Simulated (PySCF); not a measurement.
PySCF single point, B3LYP/6-31G*, density fitting, COSMO implicit water (electrostatics alone), on ethylenediamine, C2H8N2 (SMILES NCCN), charge 0, multiplicity 1.

```python
from pyscf import gto, scf, dft
mol = gto.M(atom='''
N     -1.830274    -0.312187    -0.076698
C     -0.605272     0.466296    -0.002425
C      0.605294    -0.466281    -0.002432
N      1.830344     0.312113    -0.076731
H     -2.636891     0.301472    -0.103963
H     -1.919822    -0.904451     0.742984
H     -0.553382     1.119019     0.887683
H     -0.553457     1.103824    -0.887665
H      0.553434    -1.103773    -0.887683
H      0.553410    -1.119019     0.887655
H      2.636891    -0.301666    -0.104069
H      1.920071     0.904209     0.743075
''', basis='6-31G*', charge=0, spin=0, verbose=3)
mf = dft.RKS(mol, xc='B3LYP')
mf = mf.density_fit()
mf = mf.PCM()
mf.with_solvent.method = 'COSMO'
mf.with_solvent.eps = 78.4
mf.max_cycle = 100
e = mf.kernel()
print('converged', mf.converged)
print('E_total', e)
print('nao', mol.nao)
print('HOMO', mf.mo_energy[mf.mo_occ > 0].max())
mf.dip_moment()
```

The program's output:

```

WARN: PCM is an experimental feature. It is still in testing.
Features and APIs may be changed in the future.

converged SCF energy = -190.516768493524
converged True
E_total -190.51676849352432
nao 72
HOMO -0.2252514706379003
Dipole moment(X, Y, Z, Debye):  0.00004, -0.00041,  2.78413
```

The total energy is -5184.23 eV, -0.32 eV from the same level's vacuum run.
